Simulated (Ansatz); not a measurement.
**Structures of Li2H: which is lowest?**

Plane-wave DFT in Ansatz with scalar-relativistic PAW potentials, cutoff 420 eV, Γ-centred meshes chosen by cell and gap, Gaussian smearing with energies taken to zero width. Every cell was relaxed (cell and atoms) in a run of its own, within the symmetry of its start. Functional: PBE.

Relaxed structures (starts from databases or built by putting these elements on another compound's sites):
A. I4/mmm, 3 atoms in the computed cell, a = 3.839 Å, c = 5.937 Å; sites (symmetry × multiplicity) Li 4mm × 4, H 4/mmm × 2; start: built
B. P6/mmm, 3 atoms in the computed cell, a = 4.127 Å, c = 2.658 Å; sites (symmetry × multiplicity) Li -6m2 × 2, H 6/mmm × 1; start: built

**Question.** Rank them by energy. Could pressure change the order?

**Answer.**
```csv
structure,group,E − E(lowest) (meV/atom),V (Å³/atom),gap on mesh (eV)
A,I4/mmm,0.0,14.58,0.00
B,P6/mmm,178,13.07,0.00
```

A is lowest, 178 meV/atom under B. B is denser by 1.52 Å³/atom, so pressure favours it: ΔE/ΔV, with ΔE in eV and 1 eV/Å³ = 160.2 GPa, gives about 19 GPa for equal enthalpy if both cells were rigid; at such pressures compression changes ΔV much, so this is a scale only. Other structures may lie lower than all of these, and vibrations aren't counted.